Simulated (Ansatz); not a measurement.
A structure of KTaO₃ relaxed with PBEsol (plane waves to 420 eV, PAW, scalar-relativistic; Ansatz, a program for electronic structure); single points at other levels follow on the same geometry (Ansatz, PAW; PBEsol+SOC at 420 eV on a 8×8×8 k-mesh; spin-orbit coupling only where +SOC is written). Space group Pm-3m (No. 221).

```xyz
5
Lattice="3.9854 0.0000 0.0000 0.0000 3.9854 0.0000 0.0000 0.0000 3.9854" Properties=species:S:1:pos:R:3 pbc="T T T"
K      1.9927     1.9927     1.9927
Ta     0.0000     0.0000     0.0000
O      0.0000     1.9927     0.0000
O      0.0000     0.0000     1.9927
O      1.9927     0.0000     0.0000
```

| level | gap (eV) | kind | conduction minimum |
|---|---|---|---|
| PBEsol | 2.14 | indirect | Γ |
| PBEsol+SOC | 2.00 | indirect | Γ |

The shift from spin-orbit coupling is approximate. No spin polarisation in the result.

The run could not lose the symmetry of its start; a randomly shaken copy of 10 atoms returns to this structure.
